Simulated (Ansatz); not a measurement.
Ansatz (a quantum-chemistry and plane-wave program) input:

Ansatz 0.2 input:
```yaml
crystal:
  lattice:
    - [0.0, 2.6574770727, 2.6574770727]
    - [2.6574770727, 0.0, 2.6574770727]
    - [2.6574770727, 2.6574770727, 0.0]
  atoms:
    - { symbol: Co, position: [0.0, 0.0, 0.0] }
    - { symbol: Si, position: [0.25, 0.25, 0.25] }
    - { symbol: Si, position: [0.75, 0.75, 0.75] }
kpoints:
  mp_grid: { grid: [13, 13, 13] }
hamiltonian:
  xc: r2scan
  pseudopotentials: { kind: paw }
scf:
  occupations: { method: gaussian, width: 0.05 }
checkpoint: { read: metal.run }
output: { bader: true, populations: true }
```

Output (shortened):

```
Pseudopotential: Co, paw, valence charge 17
Pseudopotential: Si, paw, valence charge 4
Functional definition: r2SCAN
Crystal: 3 atoms, lattice volume = 37.535 Å³
Basis set: ecut = 500 eV, 941 PW (Γ), exchange–correlation on 120×120×120 points (64 copies of the dense FFT grid, shifted against one another)
Bands: 21, of which v1, the nominal top of the filled ones, is band 13 counted from 1 (12 counted from 0)
Symmetry: 48 space group operations
Space group: Fm-3m (ITA 225), of the structure as read, at distance tolerance 3.3e-5 Å
k-points: 84 of 2197
Stability of the state it starts from, as read at its close in the unpolarized treatment …
iter 1 solved again at ethr=6.89e-7 eV; its pass at ethr=3.10e-3 eV (dr2=1.72e-4 eV) is discarded
SCF iter   1: F=—  HF=-6410.890572 eV  |F-HF|=—  |Δ(HF+E_count)|=         —  Δρ=4.80e-7  dr2=8.49e-11  dr2_τ=1.02e-11  ethr=6.89e-7  ⟨swp⟩=3.0  Hψ=13482  notcnv=0
preconditioner: auto → Kerker (q_TF=auto, 2.550 Å⁻¹)
SCF iter   2: F=—  HF=-6410.890572 eV  |F-HF|=—  |Δ(HF+E_count)|=   2.70e-7  Δρ=3.86e-7  dr2=2.66e-11  dr2_τ=1.15e-11  ethr=1.00e-12  ⟨swp⟩=6.9  Hψ=7836  notcnv=0
SCF iter   3: F=-6410.890572 eV  HF=-6410.890572 eV  |F-HF|=1.09e-11  |Δ(HF+E_count)|=  9.09e-13  Δρ=2.03e-7  dr2=2.44e-11  dr2_τ=1.34e-12  ethr=1.00e-12  ⟨swp⟩=1.0  Hψ=3868  notcnv=0
SCF 1 converged in 3 iterations: F = -6410.890572 eV  dr2 = 2.44e-11
SCF converged after 3 iterations
Free energy (F): -6410.890572 eV
Harris-Foulkes:  -6410.890572 eV  (|F-HF|=1.09e-11)
Internal energy: -6410.889012 eV  (E = F + TS)
E sigma→0 (E₀):  -6410.889792 eV
Entropy (-TS):   -0.001560 eV (-0.520 meV/atom)
Fermi energy:    13.153648 eV
--- Per-component energies (eV) ---
  E_band       = -300.675616
  E_kinetic    = 550.486362
  E_local      = -4074.387855  (includes V_loc(G=0)·N_el)
  E_nonlocal   = 501.827505
  E_hartree    = 1778.196698
  E_xc         = -266.014663
  E_vxc        = -338.454621  (∫ρ·V_xc dr)
  E_paw        = -2564.157592  (= ΣΔE_a)
  E_vpaw       = -516.200032  (= ΣTr[D̂ρ^β])
  E_aug_tail   = 0.000043  (compensation charges beyond the density's cutoff)
  E_vtau       = 19.659932  (kinetic-family band-sum trace: ∫τ·v_τ [+ j·A + Jᵃ·Aᵃ] dr)
  E_ewald      = -2336.391438
  E_core_change = -0.448072  (= ΣΔE_core)
  E_smearing   = -0.001560  (= −TS)
  E_closure    = 0.000000  (closes the sum)
  Σ components = -6410.890572   (vs F -6410.890572, Δ=0.00e0)
  [band-id]    e_kinetic+e_local+e_nonlocal+2·e_hartree+e_vxc+e_vpaw+e_augmentation_tail+e_vtau = -300.675270   (vs E_band -300.675616, Δ=3.45e-4)
--- Band table (eV; the first three rows and the last of 84) ---
  k-point 0: bands = ["-85.0688", "-46.9364", "-46.9364", "-46.9364", "-0.8210", "8.8000", "8.8000", "8.8000", "11.0677", "11.0677", "14.6564", "16.7363", "16.7363", "16.7363", "16.9166", "16.9166", "16.9166", "19.4027", "19.4027", "19.4027", "21.7643"]
  k-point 1: bands = ["-85.0688", "-46.9366", "-46.9364", "-46.9364", "-0.7243", "8.5780", "8.8347", "8.8347", "11.0389", "11.0389", "14.6176", "15.4930", "16.0808", "16.0808", "17.6008", "17.6008", "18.3644", "19.0297", "19.0297", "19.2375", "22.4154"]
  k-point 2: bands = ["-85.0688", "-46.9371", "-46.9365", "-46.9365", "-0.4361", "7.9641", "8.9314", "8.9314", "10.9731", "10.9731", "13.6288", "15.3588", "15.3588", "15.5024", "17.9123", "17.9123", "18.8482", "18.9941", "18.9941", "19.7740", "23.7646"]
  k-point 83: bands = ["-85.0687", "-46.9387", "-46.9384", "-46.9375", "4.2542", "4.7911", "6.7180", "6.9334", "10.6011", "10.7899", "11.2022", "11.6043", "12.4032", "16.8898", "17.4208", "19.2945", "20.6279", "23.3956", "24.6593", "26.6656", "27.5920"]
--- Löwdin populations: 3 sites ---
  site symbol       q [e]
     0     Co     16.7362
     1     Si      3.9544
     2     Si      3.9544
  spilling = 0.014201 (of n_electrons = 25.000000)
--- Bader charges: 3 sites ---
  site symbol  charge [e]  shift [e]
     0     Co     -1.1306     0.0035
     1     Si      0.5653     0.0017
     2     Si      0.5653     0.0017
  shift: an alarm, by how much a part of what the PAW files miss would move the charge. Where it is large, compare
  with a run on PAW files of another source; a small one proves nothing
  estimated error of the sums over rays = 2.3e-4 e
```

Cost: very roughly 50 core-seconds on shared cores.

The r²SCAN relaxation kept the symmetry of its start. The run is not spin-polarised.

Potentials: the later of the program's two PAW sets.

Ansatz is a plane-wave DFT program.
